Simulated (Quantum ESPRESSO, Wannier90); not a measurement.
## BaAlSiH (P3m1), plane waves to Wannier functions

Structure: Materials Project mp-571093, symmetrised, not relaxed again. Not found in the COD (Crystallography Open Database) copy used; not checked further. Computed values, not measurements, from PBEsol: Quantum ESPRESSO (norm-conserving PseudoDojo potentials, cutoff 58 Ry, no spin polarisation, no spin-orbit coupling) on a Γ-centred 12×12×6 mesh, then Wannier90. Density: 12×12×6 mesh, Gaussian smearing 0.01 Ry. Spin-orbit coupling is left out although heavy elements are present.

On the energy scale of pw.x, whose zero is arbitrary, the valence-band maximum lies at 6.75 eV.

Input w.win:

```
num_bands = 1
num_wann = 1
exclude_bands = 1-5,7-29
num_iter = 1000
conv_tol = 1.0e-6
conv_window = 4
write_hr = true
write_u_matrices = true
auto_projections = true
begin unit_cell_cart
ang
    4.3342298762    0.0000000000    0.0000000000
   -2.1671149381    3.7535531787    0.0000000000
    0.0000000000    0.0000000000    5.2625500000
end unit_cell_cart
begin atoms_frac
Ba   0.0000000000  0.0000000000  0.0004400000
Al  -0.3333333333  0.3333333333  0.4652500000
Si   0.3333333333 -0.3333333333 -0.4576900000
H   -0.3333333333  0.3333333333  0.1349100000
end atoms_frac
mp_grid = 12 12 6
begin kpoints
0.0000000000 0.0000000000 0.0000000000
0.0000000000 0.0000000000 0.1666666667
0.0000000000 0.0000000000 0.3333333333
... (861 more lines: the 12x12x6 mesh through Gamma)
end kpoints
```

Input of pw2wannier90.x that gives the overlap and projection files (equivalent; here they were cut from one run over all bands):

```
&inputpp
  outdir = './out'
  prefix = 'pwscf'
  seedname = 'w'
  write_amn = .true.
  write_mmn = .true.
  scdm_proj = .true.
  scdm_entanglement = 'isolated'
/
```

Output w.wout (banner and timings cut):

```
                                    ------
                                    SYSTEM
                                    ------

                              Lattice Vectors (Ang)
                    a_1     4.334230   0.000000   0.000000
                    a_2    -2.167115   3.753553   0.000000
                    a_3     0.000000   0.000000   5.262550

                   Unit Cell Volume:      85.61518  (Ang^3)

                        Reciprocal-Space Vectors (Ang^-1)
                    b_1     1.449666   0.836965  -0.000000
                    b_2     0.000000   1.673930   0.000000
                    b_3     0.000000  -0.000000   1.193943

 *----------------------------------------------------------------------------*
 |   Site       Fractional Coordinate          Cartesian Coordinate (Ang)     |
 +----------------------------------------------------------------------------+
 | ba   1   0.00000   0.00000   0.00044   |    0.00000   0.00000   0.00232    |
 | al   1  -0.33333   0.33333   0.46525   |   -2.16711   1.25118   2.44840    |
 | si   1   0.33333  -0.33333  -0.45769   |    2.16711  -1.25118  -2.40862    |
 | h    1  -0.33333   0.33333   0.13491   |   -2.16711   1.25118   0.70997    |
 *----------------------------------------------------------------------------*
                                ------------
                                K-POINT GRID
                                ------------

             Grid size = 12 x 12 x  6      Total points =  864

 *---------------------------------- MAIN ------------------------------------*
 |  Number of Wannier Functions               :                 1             |
 |  Number of Objective Wannier Functions     :                 1             |
 |  Number of input Bloch states              :                 1             |
 |  Output verbosity (1=low, 5=high)          :                 1             |
 |  Timing Level (1=low, 5=high)              :                 1             |
 |  Optimisation (0=memory, 3=speed)          :                 3             |
 |  Length Unit                               :               Ang             |
 |  Post-processing setup (write *.nnkp)      :                 F             |
 |  Using Gamma-only branch of algorithms     :                 F             |
 *----------------------------------------------------------------------------*
 *------------------------------- WANNIERISE ---------------------------------*
 |  Total number of iterations                :              1000             |
 |  Number of CG steps before reset           :                 5             |
 |  Trial step length for line search         :             2.000             |
 |  Convergence tolerence                     :         0.100E-05             |
 |  Convergence window                        :                 4             |
 |  Iterations between writing output         :                 1             |
 |  Iterations between backing up to disk     :               100             |
 |  Write r^2_nm to file                      :                 F             |
 |  Write xyz WF centres to file              :                 F             |
 |  Write on-site energies <0n|H|0n> to file  :                 F             |
 |  Use guiding centre to control phases      :                 F             |
 |  Use phases for initial projections        :                 F             |
 *----------------------------------------------------------------------------*
 *-------------------------------- PLOTTING ----------------------------------*
 |  Plotting Hamiltonian in WF basis          :                 T             |
 *----------------------------------------------------------------------------*

       ... (k-mesh section left out)

 Starting a new Wannier90 calculation ...

 Reading overlaps from w.mmn

 Reading projections from w.amn

 *------------------------------- WANNIERISE ---------------------------------*
 +--------------------------------------------------------------------+<-- CONV
 | Iter  Delta Spread     RMS Gradient      Spread (Ang^2)            |<-- CONV
 +--------------------------------------------------------------------+<-- CONV

 ------------------------------------------------------------------------------
 Initial State
  WF centre and spread    1  ( -2.167115,  1.251184,  1.653657 )     8.14877795
  Sum of centres and spreads ( -2.167115,  1.251184,  1.653657 )     8.14877795

      0     0.815E+01     0.0000000000        8.1487779516  <-- CONV
        O_D=      0.3429207 O_OD=      0.0000000 O_TOT=      8.1487780 <-- SPRD
 ------------------------------------------------------------------------------
      1    -0.596E-01     0.1560707594        8.0891599736  <-- CONV
        O_D=      0.2833027 O_OD=      0.0000000 O_TOT=      8.0891600 <-- SPRD
      2    -0.116E-01     0.0885590796        8.0775405655  <-- CONV
        O_D=      0.2716833 O_OD=      0.0000000 O_TOT=      8.0775406 <-- SPRD
      3    -0.361E-02     0.0483337107        8.0739288341  <-- CONV
        O_D=      0.2680716 O_OD=      0.0000000 O_TOT=      8.0739288 <-- SPRD
      4    -0.134E-02     0.0297196386        8.0725929373  <-- CONV
        O_D=      0.2667357 O_OD=      0.0000000 O_TOT=      8.0725929 <-- SPRD
      5    -0.633E-03     0.0204986555        8.0719600417  <-- CONV
        O_D=      0.2661028 O_OD=      0.0000000 O_TOT=      8.0719600 <-- SPRD
       ... (lines left out)
     14    -0.341E-06     0.0004551455        8.0714567411  <-- CONV
        O_D=      0.2655995 O_OD=      0.0000000 O_TOT=      8.0714567 <-- SPRD
     15    -0.156E-06     0.0003363386        8.0714565854  <-- CONV
        O_D=      0.2655994 O_OD=      0.0000000 O_TOT=      8.0714566 <-- SPRD
     16    -0.620E-07     0.0002048320        8.0714565234  <-- CONV
        O_D=      0.2655993 O_OD=      0.0000000 O_TOT=      8.0714565 <-- SPRD
             <<<     Delta < 1.000E-06  over  4 iterations     >>>
             <<< Wannierisation convergence criteria satisfied >>>
 Final State
  WF centre and spread    1  ( -2.167115,  1.251184,  1.653657 )     8.07145652
  Sum of centres and spreads ( -2.167115,  1.251184,  1.653657 )     8.07145652

         Spreads (Ang^2)       Omega I      =     7.805857226
        ================       Omega D      =     0.265599297
                               Omega OD     =     0.000000000
    Final Spread (Ang^2)       Omega Total  =     8.071456523
```
